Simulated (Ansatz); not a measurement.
# FeCuSO, several self-consistent solutions

```xyz
8
Lattice="3.8219 0.0000 0.0000 0.0000 3.8219 0.0000 0.0000 0.0000 8.6450" Properties=species:S:1:pos:R:3 pbc="T T T"
Fe    1.9109    1.9109    0.0000
Fe    0.0000    0.0000    0.0000
Cu    0.0000    0.0000    4.3225
Cu    1.9109    1.9109    4.3225
S     1.9109    0.0000    2.9756
S     0.0000    1.9109    5.6694
O     1.9109    0.0000    8.0018
O     0.0000    1.9109    0.6432
```

Method: PBE with U_eff = 4.0 eV on Fe d (all-electron-ortho-atomic projectors) in Ansatz 0.2.0, PAW datasets, plane waves to 420 eV, 7×7×4 Γ-centred mesh, fermi-dirac occupations of width 0.050 eV. The atoms are fixed and numbered as listed; spin is collinear, without spin-orbit coupling.

Different starts of the self-consistent cycle ended in different solutions. Their moments in μB:

```
state   Fe1    Fe2  other atoms together  size of the net moment a cell
    A  3.32  -3.32                  0.00                           0.00
    B  0.00   0.00                  0.00                           0.00
    C  3.40   3.40                  0.73                           8.47
```

Site moments are taken in small spheres that don't touch (radius about 0.4 of the atom's shortest bond), so those of the magnetic atoms read low, and they needn't add up to the net moment. State B was run without spin polarisation.

Problem. What is the order in energy at zero smearing?

Solution. State A (antiparallel, compensated) is lowest; C (parallel moments) lies 33 meV above it, B (without moments) lies 865 meV above it, all counted an atom of the cell.

Problem. What does magnetism gain here?

Solution. 865 meV an atom of the cell, or 3461 meV for each Fe atom, against state B, which has none. That state isn't the paramagnet, which keeps its moments, so this is no ordering energy, and a U raises it further by its penalty on part-filled orbitals.

The cell is that of a Crystallography Open Database entry, unchanged.

Caveats: only orders that fit this cell and collinear spins were tried, so the true order may need a larger cell or canted moments; atoms and cell are not relaxed, and each state would relax in its own way; a gapless lowest state in a 3d oxide, halide or chalcogenide is often a failure of the level, in order as well as gap; the U is a value in common use, not computed for this crystal; the k mesh is coarse, so differences of a few meV are uncertain where a state is a metal; one start a pattern, so a lower state of the same pattern may exist; the atoms stand off equilibrium, with forces up to 0.5 eV/Å.
